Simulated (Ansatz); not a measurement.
Te2Mo:
```
CELL_PARAMETERS angstrom
      3.49662     0.00000     0.00000
     -1.74831     3.02816     0.00000
      0.00000     0.00000    13.70009
ATOMIC_POSITIONS crystal
  Te 0.33333 0.66667 0.11735
  Te 0.66667 0.33333 0.88265
  Te 0.66667 0.33333 0.61735
  Te 0.33333 0.66667 0.38265
  Mo 0.33333 0.66667 0.75000
  Mo 0.66667 0.33333 0.25000
```

Relaxed with PBE+D3(BJ). Plane-wave PAW PBE+D3(BJ) (Ansatz code) gives a gap of 0.59 eV.

### Question
What gap does HSE06 give on the same cell (Ansatz, PAW)?

### Answer
0.97 eV, 0.37 eV more. The hybrid was solved on a coarser mesh and at special points; its gap is the smallest among all of these.

| k | v1 PBE+D3(BJ) | c1 PBE+D3(BJ) | v1 HSE06 | c1 HSE06 |
|---|---|---|---|---|
| Γ | 0.00 | 2.87 | ___ | ___ |
| A | -0.05 | 2.91 | ___ | ___ |
| K | -0.08 | 0.95 | -0.08 | 1.36 |
| H | -0.27 | 1.01 | ___ | ___ |
| M | -0.26 | 1.27 | ___ | ___ |
| L | -0.46 | 1.30 | -0.57 | 1.76 |

### Question
Top valence (v1) and lowest conduction level (c1) in eV from each method's valence maximum (which need not be a listed point): supply the withheld HSE06 values.

### Answer

- M, v1 HSE06: -0.36
- M, c1 HSE06: 1.73
- A, v1 HSE06: -0.08
- A, c1 HSE06: 3.48
- H, v1 HSE06: -0.28
- H, c1 HSE06: 1.43
- Γ, v1 HSE06: 0.00
- Γ, c1 HSE06: 3.44

Cost on shared cores: the PBE+D3(BJ) run (SCF on a 9×9×2 mesh, then bands and DOS) very roughly 110 core-seconds, the HSE06 run (SCF on 5×5×2, then a few points) roughly 6 core-minutes; the tasks are unlike.

Space group P6_3/mmc. The cell was relaxed with PBE+D3(BJ) under the symmetry of its start; of distortions, only those at the zone centre were tested. The run is not spin-polarised. Scalar-relativistic: spin–orbit coupling is off unless named, which matters more the heavier the elements.

Potentials: the later of the program's two PAW sets.
